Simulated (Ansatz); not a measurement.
A geometry of InSe away from equilibrium: step 3 of the relaxation of a relaxed InSe cell with one In and one Se atom exchanged in a cell of 8 atoms. The numbers are results of r2SCAN (plane waves to 500 eV, PAW, scalar-relativistic; Ansatz, a first-principles code), not measurements. Γ-centred k-mesh 7×7×2 on the run's cell (coarser than for final values), Fermi–Dirac smearing 0.05 eV. The plane waves were selected for a different cell earlier on the path.

```yaml
crystal:
  lattice:
    - [4.08390, 0.00000, 0.00000]
    - [-2.04195, 3.53676, 0.00000]
    - [0.00000, 0.00000, 17.53230]
  atoms:
    - { symbol: Se, position: [0.33333, 0.66667, 0.69167] }
    - { symbol: In, position: [0.66667, 0.33333, 0.16382] }
    - { symbol: In, position: [0.66667, 0.33333, 0.32353] }
    - { symbol: In, position: [0.33333, 0.66667, 0.83379] }
    - { symbol: Se, position: [0.33333, 0.66667, 0.09386] }
    - { symbol: In, position: [0.66667, 0.33333, 0.59869] }
    - { symbol: Se, position: [0.66667, 0.33333, 0.90049] }
    - { symbol: Se, position: [0.33333, 0.66667, 0.39415] }
```

Give the Cartesian forces on all atoms (eV/Å).


| atom | Fx | Fy | Fz |
|---|---|---|---|
| Se1 | 0.00 | 0.00 | -0.35 |
| In2 | 0.00 | 0.00 | 0.07 |
| In3 | 0.00 | 0.00 | 0.01 |
| In4 | 0.00 | 0.00 | 0.10 |
| Se5 | 0.00 | 0.00 | -0.07 |
| In6 | 0.00 | 0.00 | -0.03 |
| Se7 | 0.00 | 0.00 | 0.26 |
| Se8 | 0.00 | 0.00 | 0.01 |

The path ends in P3m1 (No. 156). No spin polarisation in the result.

The run could not lose the symmetry of its start, so the end can be a saddle point.

The end of the path is a generated cell of InSe: the first start was made by placing the elements on the sites of a structure type, and the end was not matched to a known phase here, so it may be hypothetical. Known forms of InSe include space group No. 194.
